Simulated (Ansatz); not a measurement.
## Structure relaxation, WS2

The start is a generated trial cell of WS2 in the AFLOW prototype A2B_tI12_140_h_a (C16, as in Al2Cu). A full variable-cell relaxation at zero pressure is run with PBEsol (plane waves to 420 eV, PAW, scalar-relativistic; Ansatz, a quantum-chemistry and plane-wave program). The first steps use a coarse 6×6×6 k-mesh.

The start:
```
CELL_PARAMETERS angstrom
     -3.24019     3.24019     2.60717
      3.24019    -3.24019     2.60717
      3.24019     3.24019    -2.60717
ATOMIC_POSITIONS crystal
  S  0.15800 0.65800 0.81600
  S  0.34200 0.15800 0.50000
  S  0.65800 0.84200 0.50000
  S  0.84200 0.34200 0.18400
  W  0.75000 0.75000 0.00000
  W  0.25000 0.25000 0.00000
```

Q: What pressure does the first self-consistent step give?

A: -18 GPa (negative: the cell is under tension).

Q: What is the largest force in the starting geometry, and on which atom (counted from 1)?

A: About 0.9 eV/Å, on S1, S2, S3, S4 (atoms numbered as listed).

Q: By how much does the energy per atom fall from start to end?

A: 0.45 eV/atom.

Q: How does the volume change?

A: -17.0 %, from 18.25 to 15.14 Å³/atom.

Q: How do the shortest distances between atoms change?

A: The closest pairs of elements (up to four, under 3.6 Å), start → end: S–W 2.77 → 2.53 Å; W–W 2.61 → 2.81 Å; S–S 2.90 → 2.75 Å.

The space group stays I4/mcm (No. 140) (the run could not lower it), with 6 atoms in the primitive cell. Final values are on a 12×12×12 k-mesh of the relaxed cell. No spin polarisation in the result.

The run could not lose the symmetry of its start, so the end can be a saddle point.

The relaxed structure here is a generated cell of WS2: the first start was made by placing the elements on the sites of a structure type, and the end was not matched to a known phase here, so it may be hypothetical. Known forms of WS2 include space group No. 194.
